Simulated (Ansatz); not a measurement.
# Data sheet: NbNO (DFT)

NbNO:
```
CELL_PARAMETERS angstrom
     -1.94309     1.94309     5.06258
      1.94309    -1.94309     5.06258
      1.94309     1.94309    -5.06258
ATOMIC_POSITIONS crystal
  Nb 0.01349 0.01349 0.00000
  Nb 0.76349 0.26349 0.50000
  N  0.95315 0.45315 0.50000
  N  0.20315 0.20315 0.00000
  O  0.78335 0.78335 0.00000
  O  0.53335 0.03335 0.50000
```

Space group I4_1md (No. 109); conventional cell a = b = 3.886 Å, c = 10.125 Å, α = β = γ = 90.00°.

Method: LDA (plane waves, PAW; program Ansatz). Structure relaxed to zero pressure with the same functional. Other levels are named where they apply.

Cell and energy:

* **Volume per atom**: 12.74 Å³
* **Density**: 5.34 g/cm³
* **Formation energy from the elements (no fitted shifts)**: -1.86 eV/atom

Electronic structure:

* **Band gap**: 0.99 eV (indirect)
* **Valence-band maximum**: at M
* **Conduction-band minimum**: at Γ
* **Smallest direct gap on the standard path**: 1.38 eV
* **Electron effective mass**: 0.23, 0.23, 2.5 mₑ (principal values)

Mechanics:

Elastic constants (relaxed ions, GPa): C11 = 450, C12 = 127, C13 = 157, C33 = 201, C44 = 39.1, C66 = 58.7
Mechanical stability: stable (all eigenvalues of C positive)
Hill bulk and shear moduli: 205 and 62.3 GPa
Young's modulus: 170 GPa
Poisson's ratio: 0.36
Debye temperature from the elastic constants: 490 K
Piezoelectric stress constants (proper, relaxed ions, C/m²): e15 = e24 = 2.43, e31 = e32 = 2.39, e33 = 1.20

Dielectric response:

- Electronic dielectric constant ε∞ (DFPT): 9.55 (xx = yy), 8.31 (zz)
- Static dielectric constant ε0 (ions relaxed, cell fixed): 63.7 (xx = yy), 35.1 (zz)
- Born charges (a third of the trace): Nb +7.59, N -3.97, O -3.62 e

Phonons:

* **Highest zone-centre frequency (without LO–TO term)**: 771 cm⁻¹
* **Zone-centre stability**: no imaginary mode at Γ

The workflow started from a Materials Project entry (that database holds measured and hypothetical structures alike); the Crystallography Open Database copy checked does not list it. COD files the formula under space group No. 14. Whether it is the stable phase at ambient conditions was not checked. The LDA relaxation kept the symmetry of its start. No spin polarisation was allowed. Signs of piezoelectric constants follow the polarity of the cell as given. The references are the lowest solids computed at this level, not always the standard phases (solids in place of the gases). Scalar-relativistic: spin–orbit coupling is off unless named, which matters more the heavier the elements.

Potentials: the later of the program's two PAW sets.
